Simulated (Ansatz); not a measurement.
Relaxed-ion elastic tensor of Ge in space group Im-3m (No. 229; Ge on 12d) in GPa (Voigt order), r²SCAN in the plane-wave PAW code Ansatz; density 4.22 g/cm³, 28.61 Å³ per atom.

```
 109  25.4  25.4   0.0   0.0   0.0
25.4   109  25.4   0.0   0.0   0.0
25.4  25.4   109   0.0   0.0   0.0
 0.0   0.0   0.0  28.6   0.0   0.0
 0.0   0.0   0.0   0.0  28.6   0.0
 0.0   0.0   0.0   0.0   0.0  28.6
```

### Question
Is the crystal mechanically stable?

### Answer
Yes: the smallest eigenvalue of C is 28.6 GPa.

### Question
Work out the Voigt, Reuss and Hill averages.

### Answer
K_V = 53.1, K_R = 53.1, K_H = 53.1; G_V = 33.8, G_R = 32.7, G_H = 33.3 GPa.

### Question
Give Young's modulus, Poisson's ratio, Pugh's ratio and the universal anisotropy index.

### Answer
E = 9KG/(3K + G) = 82.6 GPa; ν = 0.24; K/G = 1.60 (brittle by the Pugh limit of 1.75); A_U = 5G_V/G_R + K_V/K_R − 6 = 0.17.

### Question
Estimate the sound speeds and the Debye temperature.

### Answer
v_l = √((K + 4G/3)/ρ) = 4810 m/s, v_t = √(G/ρ) = 2810 m/s, mean 3120 m/s; Θ = (h/k)(3n/4πV)^(1/3) v_m = 303 K.

### Question
Give the Zener ratio and Young's modulus along [100], [110] and [111].

### Answer
A = 2C44/(C11 − C12) = 0.69; 1/E = S11 − 2(S11 − S12 − S44/2)Γ with Γ = 0, 1/4, 1/3 gives 99.1, 78.0, 72.8 GPa.

### Question
Solve the Christoffel equation for the three sound speeds along [100], [110], [111].

### Answer
Eigenvalues of C_ijkl n_j n_l equal ρv². In km/s, slowest first: [100] 2.61, 2.61, 5.08; [110] 2.61, 3.14, 4.76; [111] 2.98, 2.98, 4.65.

The start of the workflow was typed in or built on a structure type; the Crystallography Open Database copy checked does not list it. It is not the phase usual at ambient conditions (space group No. 227). The r²SCAN relaxation kept the symmetry of its start; whether a distortion lowers the energy is not shown. The volume moved by 22 % from the start of the relaxation.

Potentials: the later of the program's two PAW sets.
